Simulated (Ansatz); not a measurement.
# Structures of Cs2Au: which is lowest?

Plane-wave DFT in Ansatz with scalar-relativistic PAW potentials, cutoff 420 eV, Γ-centred meshes chosen by cell and gap, Gaussian smearing with energies taken to zero width. Every cell was relaxed (cell and atoms) in a run of its own, within the symmetry of its start. Functional: PBE.

Relaxed structures (starts from databases or built by putting these elements on another compound's sites):
A. P4/nmm, 6 atoms in the computed cell, a = 5.930 Å, c = 9.528 Å; sites (symmetry × multiplicity) Cs -4m2 × 2 + 4mm × 2, Au 4mm × 2; start: built
B. I4/mmm, 3 atoms in the computed cell, a = 4.535 Å, c = 17.898 Å; sites (symmetry × multiplicity) Cs 4mm × 4, Au 4/mmm × 2; start: built

Task: Rank them by energy. Could pressure change the order?

Result:
| structure | group | E − E(lowest) (meV/atom) | V (Å³/atom) | gap on mesh (eV) |
| --- | --- | --- | --- | --- |
| B | I4/mmm | 0.0 | 61.34 | 0.00 |
| A | P4/nmm | 54 | 55.84 | 0.00 |

B is lowest, 54 meV/atom under A. A is denser by 5.50 Å³/atom, so pressure favours it: ΔE/ΔV, with ΔE in eV and 1 eV/Å³ = 160.2 GPa, gives about 1.6 GPa for equal enthalpy if both cells were rigid, a rough figure since the two compress differently. Other structures may lie lower than all of these, and vibrations aren't counted.

Spin-orbit coupling is left out, which matters for the bands of heavy elements.